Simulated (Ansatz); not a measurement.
# Piezoelectric tensor of AlGa₅P₆

Computed with DFT PBE, scalar-relativistic, plane waves, PAW in Ansatz 0.2.0. Settings: 420 eV plane-wave cutoff, Γ-centred 6×6×4 mesh, fixed occupations. No spin polarisation.

Equilibrium structure at this level:
```
Al Ga P
1.0
     6.72512    0.00000    0.00000
    -3.36256    5.82412    0.00000
     0.00000    0.00000    6.39451
Al Ga P
1 5 6
Direct
  0.00000 0.00000 0.49927
  0.33333 0.66667 0.49995
  0.66667 0.33333 0.49995
  0.00000 0.66663 0.00015
  0.66663 0.00000 0.00015
  0.33337 0.33337 0.00015
  0.33333 0.66667 0.87424
  0.00000 0.00000 0.87302
  0.66667 0.33333 0.87424
  0.00000 0.66698 0.37430
  0.66698 0.00000 0.37430
  0.33302 0.33302 0.37430
```

It was reached by relaxing an invented guess, and it needn't be the stable form of this composition.

Task: Give the relaxed-ion proper piezoelectric stress tensor e_iJ (C/m², Voigt columns xx yy zz yz xz xy).

Result:
```
x   -0.016  0.016  0.000  0.000  0.027  0.000
y    0.000  0.000  0.000  0.027  0.000  0.016
z    0.034  0.034 -0.206  0.000  0.000  0.000
```
Signs follow the orientation of the cell as given.

Task: With the elastic constants (GPa, Voigt order)
```
149.8  48.4  32.1   0.0   0.2   0.0
 48.4 149.8  32.1   0.0  -0.2   0.0
 32.1  32.1 173.2   0.0   0.0   0.0
  0.0   0.0   0.0  40.9   0.0  -0.2
  0.2  -0.2   0.0   0.0  40.9   0.0
  0.0   0.0   0.0  -0.2   0.0  50.7
```
find the strain coefficients d = e·C⁻¹ (pC/N).

Result:
```
x   -0.16  0.16  0.00  0.00  0.67  0.00
y    0.00  0.00  0.00  0.67  0.00  0.32
z    0.39  0.39 -1.33  0.00  0.00  0.00
```
